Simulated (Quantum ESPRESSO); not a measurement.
# SiMgInGaP4: convergence and cost over cutoff and k mesh

Simulated, not a measurement. The program is pw.x of Quantum ESPRESSO 7.5 (plane-wave density functional theory). The cell is made up: 8 atoms on a zincblende/diamond lattice, with randomly drawn elements, strain and displacements, not relaxed. PseudoDojo standard norm-conserving files (v0.5 for PBE, v0.4.1 for LDA and PBEsol) set the functional; there is no spin polarisation, spin-orbit coupling or dispersion term, and the masses in the input are unused placeholders.

Input of the run in row 4:

```
&control calculation='scf', pseudo_dir='./dojo.nc.sr.pbe.v0_5.standard.upf', outdir='./o', disk_io='low', tprnfor=.true., tstress=.true. /
&system ibrav=0, nat=8, ntyp=5, nbnd=36, ecutwfc=84.00895049, nosym=.true., tot_charge=0,
 occupations='smearing', smearing='fd', degauss=0.0018374661
/
&electrons conv_thr=7.350e-09, electron_maxstep=60, /
ATOMIC_SPECIES
Ga 1.0 Ga.upf
In 1.0 In.upf
Mg 1.0 Mg.upf
P 1.0 P.upf
Si 1.0 Si.upf
CELL_PARAMETERS angstrom
5.6099 -0.0133 -0.0658
-0.0133 5.5032 0.0146
-0.0658 0.0146 5.3907
ATOMIC_POSITIONS angstrom
Si 0.0642 0.0338 0.0304
Mg -0.0203 2.7873 2.7287
In 2.7623 0.0577 2.7329
Ga 2.7691 2.8032 -0.0491
P 1.3518 1.4182 1.1937
P 1.3856 4.1073 4.0597
P 4.1656 1.3512 3.959
P 4.2606 4.0489 1.29
K_POINTS automatic
4 4 4 1 1 1
```

The same cell was run at these settings. Meshes are shifted by half a step, and differences are from the last row, which is itself not exact.

```
cutoff (eV)     k mesh  k points solved  threshold (eV)  free energy less the last row's (eV)  pressure (GPa)  largest stress difference (GPa)  largest force difference (eV/Å)  iterations  wall time (s)  k-point pools        processor
        800  2 x 2 x 2                4           1e-04                                 1.991           -5.97                            13.69                            0.066           7             13              4  AMD EPYC, older
       1143  2 x 2 x 2                4           1e-07                                 0.412            8.01                             0.36                            0.057          11             28              4  AMD EPYC, older
        599  4 x 4 x 4               32           1e-07                                29.706         -130.55                           138.32                            0.055          10             36              4  AMD EPYC, older
       1143  4 x 4 x 4               32           1e-07                                 0.007            7.67                             0.01                            0.004          11             98              4  AMD EPYC, older
       1437  6 x 6 x 6              108           1e-07                                 0.000            7.67                             0.00                            0.000          10            383              4  AMD EPYC, older
```

Each pool is one process. Wall times include start-up and a band step at six k points, which weighs most on the coarsest meshes. The runs were on shared virtual cores whose load varied, so times are rough.